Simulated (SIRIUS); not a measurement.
A self-consistent single point of InSe (P6_3/mmc, 8 atoms in the cell; from Materials Project mp-20485) with SIRIUS.

All values come from this method and carry its errors: PBEsol, PseudoDojo 0.4 standard norm-conserving PBEsol (tails mended) pseudopotentials (plane waves; SIRIUS 7.12.0).

```yaml
crystal:
  lattice:
    - [4.04173, 0.00000, 0.00000]
    - [-2.02087, 3.50024, 0.00000]
    - [0.00000, 0.00000, 17.42844]
  atoms:
    - { symbol: In, position: [0.33333, 0.66667, 0.33030] }
    - { symbol: In, position: [0.66667, 0.33333, 0.66970] }
    - { symbol: In, position: [0.66667, 0.33333, 0.83030] }
    - { symbol: In, position: [0.33333, 0.66667, 0.16970] }
    - { symbol: Se, position: [0.33333, 0.66667, 0.59732] }
    - { symbol: Se, position: [0.66667, 0.33333, 0.40268] }
    - { symbol: Se, position: [0.66667, 0.33333, 0.09732] }
    - { symbol: Se, position: [0.33333, 0.66667, 0.90268] }
```

Reference input (self-consistent single point, DFT, PBEsol, plane waves, PseudoDojo 0.4 standard norm-conserving PBEsol (tails mended) pseudopotentials): parameters.ngridk = 3 3 1; parameters.xc_functionals = [XC_GGA_X_PBE_SOL, XC_GGA_C_PBE_SOL]; parameters.gk_cutoff = 9.274 1/bohr; parameters.pw_cutoff = 18.548 1/bohr; parameters.shiftk = 1 1 1; parameters.smearing = gaussian; parameters.smearing_width = 0.000734986 Ha; potentials = PseudoDojo 0.4 standard norm-conserving PBEsol (tails mended) pseudopotentials; parameters.electronic_structure_method = pseudopotential; parameters.num_bands = 70; parameters.num_mag_dims = 0; parameters.num_dft_iter = 100. This run's input differs from it in these lines:

```diff
@@ -16,4 +16,3 @@
     "pw_cutoff": 18.548,
-    "ngridk": [3, 3, 1],
-    "shiftk": [1, 1, 1],
+    "ngridk": [1, 1, 1],
     "smearing": "gaussian",
```

Output, abridged:

```
[find] density tolerance         : 1e-06
[find] total energy tolerance    : 1e-07
[find] iter_solver_tol (initial) : 0.01
[find] iter_solver_tol (target)  : 1e-13
[find] num_dft_iter              : 100
Charges and magnetic moments
--------------------------------------------------------------------------------
total charge          : 116.000000
[find] | SCF iteration   0 out of 100|
[diagonalize] iterative solver tolerance (occupied, empty): 0.01 0.01
[diagonalize] average number of iterations: 2
[find] Charges and magnetic moments
[find] total charge          : 116.000000
[find] Energy
   [... lines left out ...]
[find] Charges and magnetic moments
[find] total charge          : 116.000000
[find] Energy
[find] smearing (-TS)                 :      -0.00000000
[find] Total energy                   :    -748.89907162 (Ha),   -1497.79814325 (Ry)
[find] Free energy (E-TS)             :    -748.89907162 (Ha),   -1497.79814325 (Ry)
[find] band gap (eV)                  :       0.30836417
[find] Efermi                         :       0.27423687
[find] iteration : 14, RMS (target) : 7.4372e-07 (1.0000e-06) , energy difference (target) : -2.2510e-11 (1.0000e-07)
[find] bands are converged : false
[find] iterative solver converged : true
[find] converged after 15 SCF iterations!
[find] Charges and magnetic moments
[find] total charge          : 116.000000
[find] Energy
[find] smearing (-TS)                 :      -0.00000000
[find] Total energy                   :    -748.89907162 (Ha),   -1497.79814325 (Ry)
[find] Free energy (E-TS)             :    -748.89907162 (Ha),   -1497.79814325 (Ry)
[find] band gap (eV)                  :       0.30836417
[find] Efermi                         :       0.27423687
[ground_state] === stress tensor components [kbar] ===
[ground_state] === stress_total ===
[ground_state]  -185.613770    0.000000    0.000000
[ground_state]     0.000000 -185.613754    0.000000
[ground_state]     0.000000    0.000000 -169.221108
[ground_state] ==== total Forces in Ha/bohr =====
   [... lines left out ...]
[ground_state] atom:    3, force:      -0.0000000     -0.0000000      0.0141955
[ground_state] atom:    4, force:       0.0000000     -0.0000000     -0.0505180
[ground_state] atom:    5, force:      -0.0000000      0.0000000      0.0505180
[ground_state] atom:    6, force:      -0.0000000      0.0000000     -0.0505180
[ground_state] atom:    7, force:       0.0000000     -0.0000000      0.0505180
```

The run converged in 15 iterations. SIRIUS prints the stress tensor with tension positive. Against the reference run the free energy rises by 2.98 eV/atom, the pressure goes from -0.90 to 18.01 GPa and the largest force goes from 0.067 to 2.598 eV/Å.

This run is one point of a test of settings, so its values need not be converged; read them against the reference run alone. The structure comes from a collection of computed structures, made at another level of theory; the collection holds predicted forms beside known ones. With one or two k-points the zone of this small cell is coarsely sampled: energies, forces and stress carry that error and can break the symmetry, so a converged loop does not mean converged values.

Cost on one core: very roughly 80 core-seconds.

The gap that the log prints is read on the run's mesh, which can miss the band edges or a crossing.

“Tails mended”: in these copies of the files the far tail of each local potential was reset to the Coulomb form.
